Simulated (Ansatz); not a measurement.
# Relaxing a structure of Be

The start is a relaxed Be cell, doubled along one cell vector, shaken by Gaussian noise of σ = 0.08 Å a coordinate. The cell and all atomic positions are relaxed at zero pressure with PBEsol (plane waves to 420 eV, PAW, scalar-relativistic; Ansatz, an electronic-structure program). The first steps use a coarse 9×17×13 k-mesh.

The start:
```
Be
1.0
    4.28094     0.00000     0.00000
   -1.07024     1.85370     0.00000
    0.00000     0.00000     2.41823
Be
2
Direct
  0.98484   0.97707   0.49448
  0.53058   0.03943   0.40563
```

| Quantity | Result |
|---|---|
| Largest initial force | 1.59 eV/Å, on Be1, Be2 (atoms numbered as listed) |
| Energy released | 0.49 eV/atom |
| Relative to the parent | It does not go back: it reaches Fm-3m (No. 225), fcc (Cu type), 0.45 eV/atom below the parent |
| Shortest distances (start → end) | The closest pairs of elements (up to four, under 3.6 Å), start → end: Be–Be 1.99 → 2.23 Å |
| Optimiser moves | 14 |

Relaxed structure:

```cif
data_Be4
_chemical_formula_sum 'Be4'
_space_group_name_H-M_alt 'Fm-3m'
_space_group_IT_number 225
_space_group_name_Hall '-F 4 2 3'
_cell_length_a 3.14727
_cell_length_b 3.14727
_cell_length_c 3.14727
_cell_angle_alpha 90.000
_cell_angle_beta 90.000
_cell_angle_gamma 90.000
loop_
_atom_site_label
_atom_site_type_symbol
_atom_site_symmetry_multiplicity
_atom_site_Wyckoff_symbol
_atom_site_fract_x
_atom_site_fract_y
_atom_site_fract_z
_atom_site_occupancy
Be1 Be 4 a 0.00000 0.00000 0.00000 1
```
(The calculation used a cell of 1 atom; values per cell refer to that cell.)

Final values are on a 25×25×25 k-mesh of the relaxed cell. No spin polarisation in the result.

The run could not lose the symmetry of its start, so the end can be a saddle point.

The relaxed structure here is a generated cell of Be: the first start was made by a random draw of sites in a space group, and the end was not matched to a known phase here, so it may be hypothetical. Known forms of Be include space group No. 194.
